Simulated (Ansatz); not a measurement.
Relaxed ZnS (wurtzite):

```
ZnS
1.0
    3.84511     0.00000     0.00000
   -1.92255     3.32996     0.00000
    0.00000     0.00000     6.30566
Zn S
2 2
Cartesian
  1.92255   1.10999   6.30474
  0.00000   2.21997   3.15191
  1.92255   1.10999   3.94322
  0.00000   2.21997   0.79039
```

These are PBE (plane waves to 420 eV, PAW, scalar-relativistic; Ansatz, a first-principles code) values and carry that method's errors. k mesh 8×8×4 (Γ-centred), Fermi-Dirac smearing 0.05 eV. ZnS was relaxed with its symmetry unable to fall.

One atom of the cell was then moved (with its periodic images), all else fixed, and the forces (eV/Å) came out as:

```json
[
 {"atom": "Zn1", "Fx": "0.055", "Fy": "-0.064", "Fz": "-0.049"},
 {"atom": "Zn2", "Fx": "0.415", "Fy": "-1.128", "Fz": "-0.343"},
 {"atom": "S3", "Fx": "-0.551", "Fy": "1.299", "Fz": "0.416"},
 {"atom": "S4", "Fx": "0.081", "Fy": "-0.107", "Fz": "-0.024"}
]
```

**Question.** Which atom was moved, and by which vector (Å)?

**Answer.** S3, by (0.20, -0.20, 0.00), 0.28 Å in all.

(For displaced atoms, the force is minus the slope of the energy, and its curvature is a force constant, which sets phonon frequencies.)
